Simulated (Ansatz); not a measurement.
# Computed properties of Co

Co:
```cif
data_Co6
_chemical_formula_sum 'Co6'
_space_group_name_H-M_alt 'P 1'
_space_group_IT_number 1
_cell_length_a 4.53539
_cell_length_b 4.53539
_cell_length_c 4.53539
_cell_angle_alpha 60.000
_cell_angle_beta 60.000
_cell_angle_gamma 60.000
loop_
_space_group_symop_operation_xyz
  'x, y, z'
loop_
_atom_site_label
_atom_site_type_symbol
_atom_site_fract_x
_atom_site_fract_y
_atom_site_fract_z
_atom_site_occupancy
Co1 Co 0.75000 0.75000 0.75000 1
Co2 Co 0.50000 0.50000 0.50000 1
Co3 Co 0.12500 0.12500 0.62500 1
Co4 Co 0.12500 0.62500 0.12500 1
Co5 Co 0.12500 0.12500 0.12500 1
Co6 Co 0.62500 0.12500 0.12500 1
```
The run is spin-polarised; directions of the spins, atom by atom: ↑ ↑ ↑ ↑ ↑ ↑.

Space group Fd-3m (No. 227); conventional cell a = b = c = 6.414 Å, α = β = γ = 90.00°.

Method: DFT-PBEsol in the program Ansatz with PAW potentials. Structure relaxed to zero pressure with the same functional. Other levels are named where they apply.

### Cell and energy

| Quantity | Result |
|---|---|
| Volume per atom | 10.99 Å³ |
| Density | 8.90 g/cm³ |

### Electronic structure

| Property | Value |
|---|---|
| Electronic character | metallic (no gap) |
| Density of states at the Fermi level | 1.2 states/eV per atom (mean over ±0.08 eV) |

### Magnetism

| Quantity | Result |
|---|---|
| Magnetic order | ferromagnetic |
| Net moment | 1.72 μB per atom |

### Mechanics

| Property | Value |
|---|---|
| Bulk modulus (Birch–Murnaghan fit) | 213 GPa |
| Pressure derivative B′ | 3.6 |

The workflow started from a Materials Project entry (that database holds measured and hypothetical structures alike); the Crystallography Open Database copy checked does not list it. It is not the phase usual at ambient conditions (space group No. 194). The PBEsol relaxation kept the symmetry of its start; its stability against distortions is not shown here. The final state is ferromagnetic, chosen from 4 collinear starts compared on coarse meshes (ties went to the first, and starts can fall back to one state), not a proven ground state.

Potentials: the later of the program's two PAW sets.
